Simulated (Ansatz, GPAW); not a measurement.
HPbNO4: 3 runs at one level of theory

```
CELL_PARAMETERS angstrom
4.19923 0.11117 0.16817
1.91600 3.89132 0.12568
1.76085 1.25259 6.37266
ATOMIC_POSITIONS crystal
H 0.89145 0.68202 0.62796
Pb 0.14426 0.92872 0.88352
N 0.25670 0.28861 0.30171
O 0.83108 0.65056 0.78405
O 0.38694 0.22380 0.11295
O 0.31104 0.03576 0.45856
O 0.07726 0.60633 0.32275
```

The cell comes from a database or a generator and needn't be the stable form of this composition.

Alike in all runs: task electron localisation function; functional PBE; k mesh 7 × 7 × 5; occupations fermi-dirac, width 0.05 eV; no spin polarisation; no spin-orbit coupling. Pressure is positive in compression and, in plane waves, holds the error of the finite cutoff, which Ansatz's Pulay term estimates and takes out.

```csv
program and potentials,plane-wave cutoff (eV),notes,pressure (GPa),largest force (eV/Å)
"Ansatz, Ansatz PAW",420,Pulay term of +0.62 GPa included,0.00,-
"Ansatz, PAW datasets made for the crystal",980,-,?,?
"GPAW, GPAW PAW data sets (gpaw-data 1.2.1)",800,-,-0.27,0.094
```

Task: Estimate from the other rows what the run with Ansatz, PAW datasets made for the crystal gave.

Result: Pressure -0.10 GPa; largest force 0.050 eV/Å. The other rows, which needn't bracket it: pressure -0.27 to 0.00; largest force 0.094.
